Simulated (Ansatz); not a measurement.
Relaxed-ion elastic tensor of Mg (A15 (β-W type), space group No. 223) in GPa (Voigt order), r²SCAN (plane waves, PAW; program Ansatz); density 1.75 g/cm³, 23.09 Å³ per atom.

```
85.5  13.6  13.6   0.0   0.0   0.0
13.6  85.5  13.6   0.0   0.0   0.0
13.6  13.6  85.5   0.0   0.0   0.0
 0.0   0.0   0.0   6.8   0.0   0.0
 0.0   0.0   0.0   0.0   6.8   0.0
 0.0   0.0   0.0   0.0   0.0   6.8
```

Q: Is the crystal mechanically stable?

A: Yes: the smallest eigenvalue of C is 6.8 GPa.

Q: Work out the Voigt, Reuss and Hill averages.

A: K_V = 37.5, K_R = 37.5, K_H = 37.5; G_V = 18.5, G_R = 10.1, G_H = 14.3 GPa.

Q: Give Young's modulus, Poisson's ratio, Pugh's ratio and the universal anisotropy index.

A: E = 9KG/(3K + G) = 38.1 GPa; ν = 0.33; K/G = 2.62 (ductile by the Pugh limit of 1.75); A_U = 5G_V/G_R + K_V/K_R − 6 = 4.13.

Q: Estimate the sound speeds and the Debye temperature.

A: v_l = √((K + 4G/3)/ρ) = 5690 m/s, v_t = √(G/ρ) = 2860 m/s, mean 3210 m/s; Θ = (h/k)(3n/4πV)^(1/3) v_m = 335 K.

Q: Give the Zener ratio and Young's modulus along [100], [110] and [111].

A: A = 2C44/(C11 − C12) = 0.19; 1/E = S11 − 2(S11 − S12 − S44/2)Γ with Γ = 0, 1/4, 1/3 gives 81.8, 23.9, 19.3 GPa.

Q: Solve the Christoffel equation for the three sound speeds along [100], [110], [111].

A: Eigenvalues of C_ijkl n_j n_l equal ρv². In km/s, slowest first: [100] 1.98, 1.98, 6.99; [110] 1.98, 4.54, 5.68; [111] 3.88, 3.88, 5.17.

Space group Pm-3n (A15 (β-W type)). The start of the workflow was typed in or built on a structure type; neither database checked (COD, Materials Project) lists it. It is not the phase usual at ambient conditions (space group No. 194). Symmetry was held in the r²SCAN relaxation; its stability against distortions is not shown here. As this level gives no gap, shear constants depend on the k-mesh and smearing (Fermi–Dirac, 0.1 eV here).

Potentials: the earlier of the program's two PAW sets.
